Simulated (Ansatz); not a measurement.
TaSb2 in space group C2/m (No. 12; Ta on 4i, Sb on 4i, Sb on 4i), r²SCAN (plane waves, PAW; program Ansatz), all energies at zero smearing, with the estimated change up to a 700 eV cutoff added, with one set of potentials and settings (totals compare only within such a set). Cell of 6 atoms (2 Ta, 4 Sb): -45886.222 eV.

```tsv
element	reference phase	E (eV/atom)
Ta	Im-3m, 1 atoms in the cell	-9944.3222
Sb	R-3m, 2 atoms in the cell	-6499.1272
```

Formation energy per atom, worked out: (-45886.222 − 2×(-9944.3222) − 4×(-6499.1272))/6 = -0.178 eV/atom (-17 kJ per mol of atoms), at 0 K, without zero-point energy or fitted corrections.

The workflow started from a Materials Project entry (that database holds measured and hypothetical structures alike); the Crystallography Open Database copy checked does not list it. Whether it is the stable phase at ambient conditions was not checked. The r²SCAN relaxation kept the symmetry of its start; its stability against distortions is not shown here. No spin polarisation was allowed. The references are the lowest solids computed at this level, not always the standard phases. Spin–orbit coupling is left out wherever it is not named.

Potentials: the later of the program's two PAW sets.
